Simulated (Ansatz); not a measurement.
Relaxed TiO₂ (anatase):

```xyz
6
Lattice="-1.8849 1.8849 4.7759 1.8849 -1.8849 4.7759 1.8849 1.8849 -4.7759" Properties=species:S:1:pos:R:3 pbc="T T T"
Ti     0.0000     0.0000     4.7759
Ti     1.8849     0.0000     2.3879
O      0.0000     0.0000     2.7936
O      1.8849     0.0000     0.4057
O      1.8849     0.0000     4.3702
O      0.0000     0.0000     6.7581
```

These are PBEsol (plane waves to 420 eV, PAW, scalar-relativistic; Ansatz, a program for electronic structure) values and carry that method's errors. k mesh 10×10×10 (Γ-centred), Fermi-Dirac smearing 0.05 eV. TiO2 is run without spin polarisation. TiO2 was relaxed with its symmetry unable to fall.

One atom of the cell was then moved (with its periodic images), all else fixed, and the forces (eV/Å) came out as:

```json
[
 {"atom": "Ti1", "Fx": "0.378", "Fy": "0.269", "Fz": "1.112"},
 {"atom": "Ti2", "Fx": "0.010", "Fy": "0.045", "Fz": "-0.577"},
 {"atom": "O3", "Fx": "-0.051", "Fy": "-0.047", "Fz": "-0.207"},
 {"atom": "O4", "Fx": "-0.030", "Fy": "-0.206", "Fz": "-0.151"},
 {"atom": "O5", "Fx": "-0.275", "Fy": "-0.008", "Fz": "-0.138"},
 {"atom": "O6", "Fx": "-0.031", "Fy": "-0.053", "Fz": "-0.038"}
]
```

Q: Which atom was moved, and by which vector (Å)?

A: Ti1, by (-0.07, -0.07, -0.07), 0.12 Å in all.

(A displaced cell: forces are minus the slopes of the energy, force constants its curvatures, and phonons follow from these.)
